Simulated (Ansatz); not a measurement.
Relaxed-ion elastic tensor of Si$_{2}$H$_{2}$O$_{3}$ in space group R-3 (No. 148; Pearson symbol hR28) in GPa (Voigt order), r²SCAN+D4 in the plane-wave PAW code Ansatz; density 2.06 g/cm³, 12.22 Å³ per atom.

```
21.2   6.8   8.2   5.1   1.2   0.0
 6.8  21.2   8.2  -5.1  -1.2   0.0
 8.2   8.2  19.6   0.0   0.0   0.0
 5.1  -5.1   0.0  10.9   0.0  -1.2
 1.2  -1.2   0.0   0.0  10.9   5.1
 0.0   0.0   0.0  -1.2   5.1   7.2
```

Problem. Is the crystal mechanically stable?

Solution. Yes: the smallest eigenvalue of C is 3.5 GPa.

Problem. Work out the Voigt, Reuss and Hill averages.

Solution. K_V = 12.0, K_R = 12.0, K_H = 12.0; G_V = 8.4, G_R = 5.7, G_H = 7.0 GPa.

Problem. Give Young's modulus, Poisson's ratio, Pugh's ratio and the universal anisotropy index.

Solution. E = 9KG/(3K + G) = 17.6 GPa; ν = 0.26; K/G = 1.71 (near the Pugh limit of 1.75, no verdict); A_U = 5G_V/G_R + K_V/K_R − 6 = 2.37.

Problem. Estimate the sound speeds and the Debye temperature.

Solution. v_l = √((K + 4G/3)/ρ) = 3220 m/s, v_t = √(G/ρ) = 1850 m/s, mean 2050 m/s; Θ = (h/k)(3n/4πV)^(1/3) v_m = 265 K.

Problem. Solve the Christoffel equation for the three sound speeds along x, y, z.

Solution. Eigenvalues of C_ijkl n_j n_l equal ρv². In km/s, slowest first: x 1.33, 2.63, 3.22; y 1.79, 2.13, 3.36; z 2.30, 2.30, 3.08.

Problem. How much does each axis shrink under pressure?

Solution. Linear compressibilities β_i = Σ_j S_ij (j = 1 to 3): x 27, y 27, z 28 per TPa.

The workflow started from a Materials Project entry (that database holds measured and hypothetical structures alike); the Crystallography Open Database files this formula in space group No. 148, but the cells were not matched. Its standing as an ambient phase is unchecked. Symmetry was held in the r²SCAN+D4 relaxation; whether a distortion lowers the energy is not shown.

Potentials: the later of the program's two PAW sets.
